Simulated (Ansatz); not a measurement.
**Bi₂Te₂Pb₅S₆: do the settings matter for the field gradients?**

Cell: an entry of the Crystallography Open Database (COD; perhaps a calculated or model structure).

```cif
data_Bi2Te2Pb5S6
_symmetry_space_group_name_H-M 'P-3m1'
_symmetry_Int_Tables_number 164
_cell_length_a 4.2428
_cell_length_b 4.2428
_cell_length_c 27.3112
_cell_angle_alpha 90.000
_cell_angle_beta 90.000
_cell_angle_gamma 120.000
loop_
_atom_site_label
_atom_site_type_symbol
_atom_site_symmetry_multiplicity
_atom_site_Wyckoff_symbol
_atom_site_fract_x
_atom_site_fract_y
_atom_site_fract_z
Bi Bi 2 c 0.0000 0.0000 0.1216
Te Te 2 d 0.3333 0.6667 0.9441
Pb5 Pb 2 d 0.3333 0.6667 0.7514
Pb7 Pb 2 d 0.3333 0.6667 0.3741
Pb9 Pb 1 b 0.0000 0.0000 0.5000
S10 S 2 d 0.3333 0.6667 0.1861
S12 S 2 c 0.0000 0.0000 0.3115
S14 S 2 d 0.3333 0.6667 0.5629
```

One atom of each set is listed.

Reference run. Level of theory: DFT, PBE, plane waves and PAW, scalar-relativistic, 420 eV cutoff, Γ-centred 8×8×1 k-points, Fermi–Dirac smearing 0.02 eV (Ansatz 0.2.0).

(1) The input is changed as follows: `scf.mixing.algorithm`: not typed → msr1; `scf.mixing.beta`: not typed → 0.2; `scf.mixing.ndim`: not typed → 2; `total_charge`: not typed → 1. What happens to V_zz (10²¹ V/m²) and η?

Results:

(1) 

| site | V_zz reference | η reference | V_zz changed | η changed |
| --- | --- | --- | --- | --- |
| Bi | -0.54 | 0.00 | 3.01 | 0.00 |
| Te | 1.21 | 0.00 | 8.67 | 0.00 |
| Pb5 | 0.33 | 0.00 | 0.85 | 0.00 |
| Pb7 | 0.22 | 0.00 | 0.47 | 0.00 |
| Pb9 | 0.18 | 0.00 | 0.19 | 0.00 |
| S10 | 0.36 | 0.00 | 0.25 | 0.00 |
| S12 | -0.20 | 0.00 | -0.32 | 0.00 |
| S14 | -0.11 | 0.00 | -0.54 | 0.00 |

The largest change of V_zz is on Te, from 1.21 to 8.67. V_zz changes sign on Bi (same axis). The changed cell holds a charge of +1 on a uniform background, so it isn't the neutral crystal. It has an odd number of electrons and no spin polarisation, so the extra carrier is shared by both spins and spread out, where a real one carries spin and can localise. The gap no longer holds the Fermi energy in the changed run, so its gradients also hang on the k-mesh and the smearing. SCF iterations: 7 and 30.

On the reference run: The values hang on the deposited positions: relaxing the atoms moves V_zz on Te from 1.21 to 1.63, on S14 from -0.11 to -0.17. Spin–orbit coupling is left out, which shifts gradients on Bi and Pb by a few per cent in wide-gap crystals, and can shift them far more where the calculated gap is small or absent, as here. With a gap of 0.8 eV on this mesh, small gradients can still move by 0.1 × 10²¹ V/m² or more as the k-mesh gets denser.
